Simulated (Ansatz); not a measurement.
Data:

CdS:
```
CdS
1.0
    4.16469     0.00000     0.00000
   -2.08235     3.60673     0.00000
    0.00000     0.00000     6.76805
Cd S
2 2
Direct
  0.66667   0.33333   0.50007
  0.33333   0.66667   0.00007
  0.66667   0.33333   0.87693
  0.33333   0.66667   0.37693
```

This is the r²SCAN-relaxed structure.

Question: All from plane-wave PAW r²SCAN (Ansatz code), unless another level is named. Estimate the band gap.

Answer: 1.63 eV (direct).

Question: Predict the electron effective mass with spin–orbit coupling.

Answer: 0.15, 0.16, 0.16 mₑ (principal values).

Question: Predict the HSE06 gap on the r²SCAN cell.

Answer: 2.19 eV.

Question: Next, the formation energy from the elements (no fitted shifts)?

Answer: -805 meV/atom.

Question: Give the valence-band maximum.

Answer: at Γ.

Space group P6_3mc (wurtzite). Symmetry was held in the r²SCAN relaxation. The references are the lowest solids computed at this level, not always the standard phases. Scalar-relativistic: spin–orbit coupling is off unless named, which matters more the heavier the elements.

Potentials: the earlier of the program's two PAW sets. The files were generated under PBE; for other functionals the program regenerates the frozen cores, and for LDA and PBEsol the local potential too.
